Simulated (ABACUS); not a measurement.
Worked example: self-consistent single point of TaN (P6/mmm, 6 atoms in the cell; from COD 9008975) in ABACUS.

Method: PBEsol, numerical atomic orbitals TZDP (confined pseudo-atomic orbitals; energy shift 0.03 Ry), PseudoDojo 0.4 standard norm-conserving PBEsol (tails mended) pseudopotentials (ABACUS).

```
CELL_PARAMETERS angstrom
      5.19100     0.00000     0.00000
     -2.59550     4.49554     0.00000
      0.00000     0.00000     2.90800
ATOMIC_POSITIONS crystal
  Ta 0.00000 0.00000 0.00000
  Ta 0.33333 0.66667 0.50000
  Ta 0.66667 0.33333 0.50000
  N  0.50000 0.00000 0.00000
  N  0.50000 0.50000 0.00000
  N  0.00000 0.50000 0.00000
```

Reference input (self-consistent single point, DFT, PBEsol, numerical atomic orbitals TZDP (confined pseudo-atomic orbitals; energy shift 0.01 Ry), PseudoDojo 0.4 standard norm-conserving PBEsol (tails mended) pseudopotentials): basis = TZDP numerical atomic orbitals, energy shift 0.01 Ry; KPT = Gamma 7 7 11 0 0 0; basis_type = lcao; ecutwfc = 100 Ry; smearing_method = fd; smearing_sigma = 0.00734986 Ry; potentials = PseudoDojo 0.4 standard norm-conserving PBEsol (tails mended); symmetry = 1; symmetry_prec = 1e-05; ks_solver = scalapack_gvx; scf_nmax = 100; scf_thr = 1.0e-07. This run's input differs from it in these lines:

```diff
@@ -26,4 +26,4 @@
 NUMERICAL_ORBITAL
-Ta_pbesol_6.8au_4s3p3d.orb
-N_pbesol_4.8au_3s3p2d.orb
+Ta_pbesol_5.9au_4s3p3d.orb
+N_pbesol_4.1au_3s3p2d.orb
```

The program printed (abridged):

```
 SELF-CONSISTENT
 -------------------------------------------

                  longest orb rcut (Bohr) = 5.9
   longest nonlocal projector rcut (Bohr) = 2.3
                     search radius (Bohr) = 16.4

                          real space grid = [ 64, 64, 36 ]
                                 init_chg = atomic

 LCAO ALGORITHM --------------- ION=   1  ELEC=   1--------------------------------

 Density error is 0.127654947876
 E_KohnSham     -451.5228585502      -6143.2836535312
 E_Fermi        1.4503465254         19.7329768196

 LCAO ALGORITHM --------------- ION=   1  ELEC=   2--------------------------------

   [... lines left out ...]

   [... 7 blocks of this kind left out ...]

 LCAO ALGORITHM --------------- ION=   1  ELEC=  10--------------------------------

 Density error is 9.56092316059e-07
 E_KohnSham     -452.4725803822      -6156.2052819613
 E_Fermi        1.4225845680         19.3552560123

 LCAO ALGORITHM --------------- ION=   1  ELEC=  11--------------------------------

 Density error is 5.10428786732e-08
 E_KohnSham     -452.4725803824      -6156.2052819643
 E_KS(sigma->0) -452.4710990983      -6156.1851280593
 E_entropy(-TS) -0.0029625683        -0.0403078099
 E_Fermi        1.4225850178         19.3552621316
 charge density convergence is achieved
 final etot is -6156.205282 eV
 EFERMI = 19.355262132 eV

 STATE ENERGY(eV) AND OCCUPATIONS    NSPIN == 1
   [... 34 lines left out ...]

 TOTAL-FORCE (eV/Angstrom)
                       Ta1         0.0000000000         0.0000000000         0.0000000000
                       Ta2         0.0000000000         0.0000000000         0.0000000000
                       Ta3         0.0000000000         0.0000000000         0.0000000000
                        N1         0.0000000000         0.0000000000         0.0000000000
                        N2         0.0000000000         0.0000000000         0.0000000000
                        N3         0.0000000000         0.0000000000         0.0000000000

 TOTAL-STRESS (KBAR)
       -67.9359259129         0.0000000000        -0.0000000000
         0.0000000000       -67.9359220154        -0.0000000000
        -0.0000000000        -0.0000000000       -62.7911290220
 TOTAL-PRESSURE: -66.220992 KBAR

 --------------------------------------------
 !FINAL_ETOT_IS -6156.2052819642822215 eV
 --------------------------------------------
```

The run converged in 11 iterations. Against the reference run the free energy goes up by 557 meV/atom and the pressure goes from 0.64 to -6.62 GPa.

The starting cell comes from an entry of a crystal-structure database; it serves only as a starting point and was not checked for soundness. The atom-centred basis is finite, which shifts total energies and pressures against plane waves. This run is one point of a test of settings, so its values need not be converged; read them against the reference run alone.

Cost on one core: around 40 core-seconds (rough).

The atomic orbitals were generated for these runs; they are not ABACUS's published sets and were checked against plane waves on a few crystals only.

“Tails mended”: in these copies of the files the far tail of each local potential was reset to the Coulomb form.
